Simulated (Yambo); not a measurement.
```
RbOH
1.0
    2.05890    -5.39405     0.00000
    2.05890     5.39405     0.00000
    0.00000     0.00000     4.20269
H O Rb
2 2 2
Direct
  0.96775   0.03225   0.39679
  0.03225   0.96775   0.89679
  0.90179   0.09821   0.23754
  0.09821   0.90179   0.73754
  0.63821   0.36179   0.26106
  0.36179   0.63821   0.76106
```

RbOH (space group Cmc2_1, No. 36): mean Im ε in 1 eV windows above the direct gap of 5.92 eV, for different electron-hole kernels (Yambo, broadening 0.15 eV, norm-conserving PBEsol (Quantum ESPRESSO, 84 Ry, scalar-relativistic) bands; 4×4×4 mesh, 6 valence and 10 conduction bands, static screening with 50 bands and a 3 Ry block, scissor 2.34 eV, Tamm-Dancoff; field along x).

```tsv
window (eV)	independent quasiparticles	RPA (no attraction)	BSE
5.9 to 6.9	0.3	0.3	2.4
6.9 to 7.9	0.8	0.6	2.2
7.9 to 8.9	1.8	1.3	1.0
8.9 to 9.9	2.3	1.7	0.7
9.9 to 10.9	1.9	2.3	1.0
10.9 to 11.9	0.9	1.2	0.9
```

This run doesn't resolve bound excitons or single peaks, so only averages are given, and they too depend on the mesh; weight that the attraction moves below the gap isn't listed. All transitions below 13.44 eV are in the band window. The scissor comes from a G0W0 run whose convergence isn't established.

Geometry of the Materials Project entry, not relaxed at this level.

The structure is a Materials Project entry; no match was found in the copy of COD used, and its stability was not checked.
